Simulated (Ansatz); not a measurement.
# Structure optimisation: selenium, omega (AlB2-type)

Computed with Ansatz, DFT, r2SCAN, plane waves (500 eV) with PAW, scalar-relativistic. The PAW files were generated under PBE, with cores re-solved for the functional.

k-point mesh 7×7×10, Fermi-Dirac smearing 0.1 eV, no spin polarisation. Cell and atoms relax.

Starting structure:

```xyz
3
Lattice="4.9764 0.0000 0.0000 -2.4882 4.3097 0.0000 0.0000 0.0000 3.0506" Properties=species:S:1:pos:R:3 pbc="T T T"
Se    0.0000    0.0000    0.0000
Se    0.0000    2.8732    1.5253
Se    2.4882    1.4366    1.5253
```

Question: The pressure at the start is -3.5 GPa. By how much does the volume change?

Answer: From 21.81 to 29.37 Å³ per atom, 34.7 %. The final cell has a = 6.535 Å, c = 2.382 Å (c/a = 0.364).

The cell has left the omega (AlB2-type) structure type; it ends in P6/mmm.

Question: How much energy does the relaxation gain?

Answer: 224.6 meV per atom.

Path of the relaxation (the plane waves are chosen anew near the end, which can shift the energy a little):

```csv
step,E − E(final) (meV/atom),V (Å³/atom),P (GPa),max force (eV/Å)
0,224.57,21.809,-3.48,0.000
1,214.45,20.140,1.96,0.000
2,211.41,20.708,-0.18,0.000
3,211.34,20.659,0.00,0.000
4,210.83,20.470,0.68,0.000
5,209.40,20.519,0.51,0.000
6,207.53,20.120,2.24,0.000
7,187.88,19.650,4.76,0.000
8,187.01,19.284,8.09,0.000
9,144.66,21.845,-1.68,0.000
10,136.49,21.735,0.40,0.000
11,94.91,22.097,5.45,0.000
12,70.35,23.385,7.12,0.000
13,21.74,26.293,-0.92,0.000
14,8.05,27.846,0.34,0.000
15,7.91,28.035,-0.15,0.000
16,7.88,27.981,0.00,0.000
17,2.30,27.981,0.35,0.000
18,0.47,28.746,0.18,0.000
19,0.05,29.351,0.03,0.000
20,0.05,29.368,0.00,0.000
21,0.00,29.368,0.00,0.000
```
